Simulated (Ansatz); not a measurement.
Ba:
```
Ba
1.0
   -2.43800     2.43800     2.43800
    2.43800    -2.43800     2.43800
    2.43800     2.43800    -2.43800
Ba
1
Direct
  0.00000   0.00000   0.00000
```

Relaxed with PBEsol (plane waves, PAW; program Ansatz). Indices refer to the conventional cell of Im-3m, a = b = c = 4.8760 Å, α = β = γ = 90.00°.

### Question
Simulate the powder diffraction pattern (neutron, λ = 1.5401 Å; lines above 1 %) up to 2θ = 90°.

### Answer
Simulated powder pattern, neutron, λ = 1.5401 Å (kinematic, ideal powder, no thermal factors, coherent scattering alone; the 30 strongest lines at most, above 1 %, up to 2θ = 90°):

```json
[
 {"2θ (°)": "25.81", "d (Å)": "3.448", "I/Imax (%)": "100", "hkl": "(110)"},
 {"2θ (°)": "36.82", "d (Å)": "2.438", "I/Imax (%)": "26", "hkl": "(200)"},
 {"2θ (°)": "45.52", "d (Å)": "1.991", "I/Imax (%)": "70", "hkl": "(211)"},
 {"2θ (°)": "53.06", "d (Å)": "1.724", "I/Imax (%)": "27", "hkl": "(220)"},
 {"2θ (°)": "59.92", "d (Å)": "1.542", "I/Imax (%)": "45", "hkl": "(310)"},
 {"2θ (°)": "66.33", "d (Å)": "1.408", "I/Imax (%)": "13", "hkl": "(222)"},
 {"2θ (°)": "72.44", "d (Å)": "1.303", "I/Imax (%)": "69", "hkl": "(321)"},
 {"2θ (°)": "78.35", "d (Å)": "1.219", "I/Imax (%)": "7.9", "hkl": "(400)"},
 {"2θ (°)": "84.14", "d (Å)": "1.149", "I/Imax (%)": "44", "hkl": "(411)+(330)"},
 {"2θ (°)": "89.86", "d (Å)": "1.090", "I/Imax (%)": "28", "hkl": "(420)"}
]
```

The cell was relaxed with PBEsol under the symmetry of its start. Spin–orbit coupling is left out wherever it is not named.

Potentials: the earlier of the program's two PAW sets. The files were generated under PBE; for other functionals the program regenerates the frozen cores, and for LDA and PBEsol the local potential too.
